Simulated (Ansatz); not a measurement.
S:
```cif
data_S128
_chemical_formula_sum 'S128'
_space_group_name_H-M_alt 'Fddd :1'
_space_group_IT_number 70
_space_group_name_Hall 'F 2 2 -1d'
_cell_length_a 12.93528
_cell_length_b 15.66515
_cell_length_c 24.34013
_cell_angle_alpha 90.000
_cell_angle_beta 90.000
_cell_angle_gamma 90.000
loop_
_atom_site_label
_atom_site_type_symbol
_atom_site_symmetry_multiplicity
_atom_site_Wyckoff_symbol
_atom_site_fract_x
_atom_site_fract_y
_atom_site_fract_z
_atom_site_occupancy
S1 S 32 h 0.01565 0.06471 0.41585 1
S2 S 32 h 0.13709 0.08902 0.36272 1
S3 S 32 h 0.07899 0.12840 0.28764 1
S4 S 32 h 0.07383 0.02553 0.23442 1
```
(The calculation used a cell of 32 atoms; values per cell refer to that cell.)

Relaxed with the program Ansatz at the PBE level (PAW). Indices refer to the conventional cell of Fddd, a = 12.9353 Å, b = 15.6652 Å, c = 24.3401 Å, α = β = γ = 90.00°.

Problem. Simulate the powder diffraction pattern (Cu Kα, λ = 1.54184 Å; lines above 1 %) up to 2θ = 90°.

Solution. Simulated powder pattern, Cu Kα, λ = 1.54184 Å (kinematic, ideal powder, no thermal factors, no anomalous dispersion; the 30 strongest lines at most, above 1 %, up to 2θ = 90°):

```csv
2θ (°),d (Å),I/Imax (%),hkl
9.58,9.229,32,(111)
13.44,6.586,26,(022)
14.07,6.294,30,(113)
15.52,5.711,15,(202)
17.78,4.987,46,(220)
18.68,4.749,40,(131)
19.23,4.615,100,(222)
20.30,4.375,12,(115)
21.37,4.158,9.4,(133)
21.69,4.098,41,(311)
22.71,3.916,6.9,(040)
24.05,3.700,17,(313)
24.72,3.602,23,(026)
25.93,3.437,33,(206)
25.95,3.433,32,(135)
27.07,3.294,19,(331)
27.08,3.293,6.7,(044)
29.56,3.021,12,(151)
31.38,2.851,12,(153)
31.68,2.824,9.6,(137)
33.60,2.667,8.4,(317)
39.88,2.261,8.6,(515)
42.39,2.132,6.3,(428)
42.59,2.123,13,(602)
43.23,2.093,11,(535)
44.22,2.048,10,(357)
44.82,2.022,6.0,(159)
45.14,2.009,12,(175)
46.15,1.967,7.0,(624)
47.17,1.927,6.0,(464)
```

Symmetry was held in the PBE relaxation. The volume lies over 15 % above that of the usual cell of this phase: another minimum, or an error of the functional. A crystal of weakly bound molecules computed without a dispersion correction: the cell and the soft elastic constants depend strongly on that.

Potentials: the later of the program's two PAW sets.
